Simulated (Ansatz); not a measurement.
## Compressing V$_{2}$N$_{3}$: a fit and a missing row

V$_{2}$N$_{3}$, P-3m1, a = 2.780 Å, c = 6.196 Å. The structure is a Materials Project entry; whether it is the stable form wasn't checked. Ansatz: PBEsol, PAW, 420 eV, Γ-centred 12×12×6 mesh on 5 atoms, Gaussian smearing 0.10 eV; no spin polarisation. Shape and atoms are relaxed at each volume; pressure is positive in compression.

```
V (Å³/atom) P (GPa)
      7.298    53.72
      7.547        ?
      7.796    22.61
      8.044    10.40
      8.293     0.00
      8.542    -8.90
      8.791   -16.44
      9.122   -24.79
```

Problem. Take V0 = 8.293 Å³/atom, fit the third-order Birch–Murnaghan form to the other rows, and predict the missing pressure.

Solution. With the Eulerian strain f = ½[(V0/V)^(2/3) − 1] and y = P/[3f(1 + 2f)^(5/2)], the form is the line y = B0 + 1.5 B0 (B0′ − 4) f. Rows (f, y): 0.04447, 325.4; 0.02103, 323.3; 0.01027, 320.8; -0.00976, 319.3; -0.01907, 316.7; -0.03077, 314.8. Means f = 0.002695, y = 320.05; Σ(Δf)² = 0.003887, ΣΔfΔy = 0.5467; the slope is their ratio. y = 319.7 + 140.6 f GPa, so B0 = 319.7 GPa and B0′ = 4 + 2 × (140.6)/(3 × 319.7) = 4.29. At V = 7.547, f = 0.03243, y = 324.26 and P = 36.91 GPa. The run gave 36.93 GPa, so the fit is 0.02 GPa too low, within the rms miss on the fitted rows (0.05 GPa).

Spin polarisation was left out, and a magnetic state may lie lower.